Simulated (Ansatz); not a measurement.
GaAs (rock salt, space group No. 225) under volume change, r²SCAN (plane waves, PAW; program Ansatz), scaled uniformly.

```csv
V (Å³/atom),E − E(relaxed) (meV/atom),P (GPa)
17.216,47.2,9.71
17.784,19.7,5.91
18.351,4.6,2.70
18.919,0.0,-0.01
19.487,4.2,-2.28
20.054,15.7,-4.18
20.622,33.3,-5.74
```

Task: What does a third-order Birch–Murnaghan fit give for V₀, B₀ and B′?

Result: V₀ = 18.92 Å³/atom, B₀ = 82.1 GPa, B′ = 4.8.

Space group Fm-3m (rock salt). The start of the workflow was typed in or built on a structure type; neither database checked (COD, Materials Project) lists it. It is not the phase usual at ambient conditions (space group No. 216). Symmetry was held in the r²SCAN relaxation; its stability against distortions is not shown here.

Potentials: the later of the program's two PAW sets.
